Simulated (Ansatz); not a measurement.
ZnS:
```
ZnS
1.0
    3.80708     0.00000     0.00000
   -1.90354     3.29703     0.00000
    0.00000     0.00000     6.24658
Zn S
2 2
Direct
  0.33333   0.66667   0.00035
  0.66667   0.33333   0.50035
  0.33333   0.66667   0.37465
  0.66667   0.33333   0.87465
```

Relaxed with r²SCAN. Special points in fractions of this cell's reciprocal vectors: Γ (0.000, 0.000, 0.000); M (0.500, 0.000, 0.000); K (0.333, 0.333, 0.000); A (0.000, 0.000, 0.500); L (0.500, 0.000, 0.500); H (0.333, 0.333, 0.500).

Q: List the band energies nearest the valence-band maximum at these points for plane-wave PAW r²SCAN (Ansatz code).

A: In eV from the valence-band maximum; about four levels below and three above (degenerate sets whole), none deeper than 8.9 eV; points with the same levels are listed once.

```tsv
k	below	above
Γ	-0.92 -0.92 -0.08 0.00 0.00	2.77 3.60 6.77 6.77
M	-3.35 -2.31 -1.73 -0.91	4.04 4.75 5.44
K	-3.96 -2.38 -2.38 -2.15	4.54 6.45 6.45
A	-0.48 -0.48 -0.48 -0.48	4.09 4.09 7.22 7.22 7.22 7.22
L	-1.68 -1.68 -1.66 -1.66	3.95 3.95 5.64 5.64
H	-3.13 -3.13 -1.40 -1.40	4.97 4.97 6.68 6.68
```

Space group P6_3mc (wurtzite). The r²SCAN relaxation kept the symmetry of its start.

Potentials: the earlier of the program's two PAW sets. The files were generated under PBE; for other functionals the program regenerates the frozen cores, and for LDA and PBEsol the local potential too.
